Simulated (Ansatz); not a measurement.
**Question.** Name crystals whose computed values (plane-wave PAW PBEsol (Ansatz code)) fall in these windows: Θ_D (K) 520 to 750; highest Γ mode, no LO–TO term (cm⁻¹) 570 to 710; B₀ by P(V) fit (GPa) 220 to 260.

**Answer.** 

```tsv
crystal	Θ_D (K)	highest Γ mode, no LO–TO term (cm⁻¹)	B₀ by P(V) fit (GPa)
Nb2PC, P6_3/mmc (Nb on 4f, P on 2d, C on 2a)	641	625	239
YCo3B2, P6/mmm (Y on 1a, Co on 3g, B on 2c)	633	622	225
ZrC, NiAs type	652	631	234
```
Others may fit too.

Not the usual ambient phase: ZrC, NiAs type. Standing as an ambient phase not checked: Nb2PC, P6_3/mmc (Nb on 4f, P on 2d, C on 2a); YCo3B2, P6/mmm (Y on 1a, Co on 3g, B on 2c). Began spin-polarised and lost the moments: YCo3B2, P6/mmm (Y on 1a, Co on 3g, B on 2c). All cells were relaxed under the symmetry of their starts (and spin orders); stability against distortions was not tested throughout. Rows with no word on spin ran without spin polarisation. Scalar-relativistic: spin–orbit coupling is off unless named, which matters more the heavier the elements.

Potentials: the later of the program's two PAW sets.
